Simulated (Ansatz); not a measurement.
In PBE (plane waves, PAW; program Ansatz), SiGe in the orthorhombic phase (Pmma; Si on 2e, Si on 2f, Ge on 2e, Ge on 2f) relaxes to a = 3.965 Å, b = 3.962 Å, c = 11.205 Å. Si on 2e has 4 nearest neighbours from 2.39 Å (tetrahedral); Si on 2f has 4 nearest neighbours from 2.39 Å (tetrahedral); Ge on 2e has 4 nearest neighbours from 2.43 Å (tetrahedral); Ge on 2f has 4 nearest neighbours from 2.46 Å (tetrahedral). Its formation energy from the elements is 0.018 eV/atom, with no fitted shifts.

It is gapped at this level: 0.37 eV (indirect). Gap from PBE with spin–orbit coupling: 0.32 eV. The electron mass is 0.15, 0.29, 3.3 mₑ (principal values). The hole mass is 0.055, 0.25, 2.1 mₑ (principal values).

An equation-of-state fit gives a bulk modulus of 73.9 GPa.

The start of the workflow was typed in or built on a structure type; neither database checked (COD, Materials Project) lists it. Its standing as an ambient phase is unchecked. Symmetry was held in the PBE relaxation; whether a distortion lowers the energy is not shown. The references are the lowest solids computed at this level, not always the standard phases. Spin–orbit coupling is left out wherever it is not named.

Potentials: the later of the program's two PAW sets.
